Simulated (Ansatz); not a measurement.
Sb:
```cif
data_Sb2
_chemical_formula_sum 'Sb2'
_space_group_name_H-M_alt 'I4/mmm'
_space_group_IT_number 139
_space_group_name_Hall '-I 4 2'
_cell_length_a 3.10989
_cell_length_b 3.10989
_cell_length_c 5.38691
_cell_angle_alpha 90.000
_cell_angle_beta 90.000
_cell_angle_gamma 90.000
loop_
_atom_site_label
_atom_site_type_symbol
_atom_site_symmetry_multiplicity
_atom_site_Wyckoff_symbol
_atom_site_fract_x
_atom_site_fract_y
_atom_site_fract_z
_atom_site_occupancy
Sb1 Sb 2 a 0.00000 0.00000 0.00000 1
```
(The calculation used a cell of 1 atom; values per cell refer to that cell.)

Relaxed at zero pressure with LDA in the plane-wave PAW code Ansatz.

The volume is raised by 9 % and shape and atoms relax at that volume. What pressure results, and how do the axes share the change?

-4.2 GPa; a 0.8 %, b 0.8 %, c 7.3 %; the energy rises by 34 meV/atom.

Give the new structure.


Space group I4/mmm (No. 139); a = 3.1351 Å, b = 3.1351 Å, c = 5.7777 Å, α = 90.00°, β = 90.00°, γ = 90.00°

```csv
atom,site,symmetry,x,y,z
Sb,2a,4/mmm,0.0000,0.0000,0.0000
```

The phase is kept; no other phase was compared at this pressure.

The workflow started from an entry of the Crystallography Open Database (COD), which files this formula under 5 space groups. It is not the phase usual at ambient conditions (space group No. 166). The cell was relaxed with LDA under the symmetry of its start. At this level the phase is mechanically unstable. The volume moved by 16 % from the start of the relaxation. Scalar-relativistic: spin–orbit coupling is off unless named, which matters more the heavier the elements.

Potentials: the later of the program's two PAW sets.
